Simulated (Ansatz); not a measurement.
BaHfO₃:
Space group Pm-3m (No. 221); a = b = c = 4.177 Å, α = β = γ = 90.00°

| atom | site | symmetry | x | y | z |
|---|---|---|---|---|---|
| Ba | 1a | m-3m | 0.0000 | 0.0000 | 0.0000 |
| Hf | 1b | m-3m | 0.5000 | 0.5000 | 0.5000 |
| O | 3c | 4/mm.m | 0.0000 | 0.5000 | 0.5000 |

Relaxed with r²SCAN. DFT-r²SCAN in the program Ansatz with PAW potentials gives a gap of 4.20 eV.

### Question
What gap does HSE06 give on the same cell (Ansatz, PAW)?

### Answer
5.18 eV, 0.98 eV more. The hybrid was solved on a coarser mesh and at special points; its gap is the smallest among all of these.

```json
[
 {"k": "Γ", "v1 r²SCAN": "-0.12", "c1 r²SCAN": "4.20", "v1 HSE06": "-0.16", "c1 HSE06": "5.18"},
 {"k": "R", "v1 r²SCAN": "0.00", "c1 r²SCAN": "6.76", "v1 HSE06": "?", "c1 HSE06": "?"},
 {"k": "M", "v1 r²SCAN": "-0.05", "c1 r²SCAN": "6.84", "v1 HSE06": "?", "c1 HSE06": "?"},
 {"k": "X", "v1 r²SCAN": "-0.45", "c1 r²SCAN": "4.66", "v1 HSE06": "?", "c1 HSE06": "?"}
]
```

### Question
Top valence (v1) and lowest conduction level (c1) in eV from each method's valence maximum (which need not be a listed point): supply the withheld HSE06 values.

### Answer

- X, v1 HSE06: -0.51
- X, c1 HSE06: 5.71
- R, v1 HSE06: 0.00
- R, c1 HSE06: 7.68
- M, v1 HSE06: -0.05
- M, c1 HSE06: 8.03

Cost on shared cores: the r²SCAN run (SCF on a 7×7×7 mesh, then bands and DOS) about 60 core-seconds (a rough figure), the HSE06 run (SCF on 4×4×4, then a few points) about 3 core-minutes (a rough figure); the tasks are unlike.

The r²SCAN relaxation kept the symmetry of its start. No spin polarisation was allowed. Spin–orbit coupling is left out wherever it is not named.

Potentials: the earlier of the program's two PAW sets.
